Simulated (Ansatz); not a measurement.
# TiO: structures and their energies

5 relaxations of TiO ended in 5 distinct structures. Computed with PBEsol (plane waves to 420 eV, PAW, scalar-relativistic; Ansatz, a program for electronic structure).

```tsv
#	space group	Pearson	type	E − E(lowest) (eV/atom)	V (Å³/atom)	gap (eV, no SOC)	coordination	runs ending here
1	P-62m	hP6	–	0.00	10.06	0.00	–	1
2	C2/m	mS20	–	0.06	10.43	0.00	–	1
3	P6₃/mmc	hP4	–	0.27	11.01	0.00	–	1
4	P6₃mc	hP4	wurtzite type	0.37	11.49	0.23	Ti 1+3, O 1+3	1
5	Pm-3m	cP2	CsCl type	0.59	8.87	0.00	Ti 8 (cubic), O 8 (cubic)	1
```

Coordination numbers (neighbours up to the widest gap in distance over summed covalent radii, below 1.35; n+m marks a second, longer set; metal–metal contacts left out). P-62m, hP6 is the lowest among the structures calculated here.

Space group P-62m (No. 189); a = 4.9571 Å, b = 4.9571 Å, c = 2.8376 Å, α = 90.00°, β = 90.00°, γ = 120.00°

| atom | site | symmetry | x | y | z |
|---|---|---|---|---|---|
| Ti | 2d | -6.. | 0.3333 | 0.6667 | 0.5000 |
| Ti | 1a | -62m | 0.0000 | 0.0000 | 0.0000 |
| O | 3f | m2m | 0.0000 | 0.3948 | 0.0000 |

Each run could gain symmetry but not lose that of its start, so entries can be saddle points. From databases, or of a type measured for this composition: P-62m, hP6; C2/m, mS20; the others are generated cells (placed on structure types, drawn at random, substituted or restacked) that were not matched to a known phase here. The real structure of this composition may not be among these. Static energies at zero pressure. The runs use different k-meshes, so differences are rounded accordingly. No spin polarisation in the result. No Hubbard U is applied.
